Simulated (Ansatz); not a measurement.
## LaF₂ (CdI2-type structure)

Level of theory: DFT, PBEsol, scalar-relativistic, no spin polarisation; plane waves to 420 eV with PAW datasets (Ansatz 0.2.0), Γ-centred 10×10×6 mesh, 0.05 eV Gaussian smearing. The datasets are Ansatz's generated set soft_2.

```
La F
1.0
     3.57724    0.00000    0.00000
    -1.78862    3.09798    0.00000
     0.00000    0.00000    5.14734
La F
1 2
Direct
  0.00000 0.00000 0.00000
  0.33333 0.66667 0.26191
  0.66667 0.33333 0.73809
```

This is a trial structure made by placing the elements on a prototype's sites, so it needn't be the stable form.

Cell and atoms are those of this level's equilibrium.

Path: Γ–M–K–Γ–A–L–H–A | L–M | H–K, with Γ = (0.000, 0.000, 0.000), M = (0.500, 0.000, 0.000), K = (0.333, 0.333, 0.000), A = (0.000, 0.000, 0.500), L = (0.500, 0.000, 0.500), H = (0.333, 0.333, 0.500) in reciprocal vectors of the calculation's cell.

Problem. Is it a metal or an insulator, and if it has a gap, where are the band edges on this path?

Solution. A metal: bands cross the Fermi level.

Levels between -4 and 4 eV from the Fermi level at the path's named points:
| point | below E_F (eV) | above E_F (eV) |
| --- | --- | --- |
| Γ |  | 0.24 0.73 1.13 1.42 1.42 1.62 1.71 1.71 1.77 1.91 1.91 |
| M | -0.59 | 1.06 1.07 1.29 1.49 1.51 1.64 1.72 2.53 3.79 |
| K |  | 0.60 0.60 0.83 1.39 1.39 1.47 1.62 2.31 2.31 2.45 |
| A |  | 0.74 0.75 1.44 1.44 1.61 1.70 1.70 1.77 1.84 1.84 2.97 3.27 |
| L | -0.40 | 1.07 1.07 1.27 1.40 1.51 1.64 1.73 3.01 3.98 |
| H |  | 0.66 0.66 0.97 1.36 1.37 1.37 1.60 2.38 2.38 3.46 |

The calculation's cell holds 25 valence electrons, an odd number. Without magnetic order each band takes two, so one stays part-filled and the crystal must be a metal. (Only strong correlation, outside this picture, could make a Mott insulator of it.) A formal count (La³⁺, F⁻) leaves 1 electron a formula unit beyond the anions' closed shells. It goes into the bands above the anion p states, which fits the metal found.

Scalar-relativistic only: spin–orbit splittings of the heavy atoms' levels are missing. Spin polarisation wasn't tried.
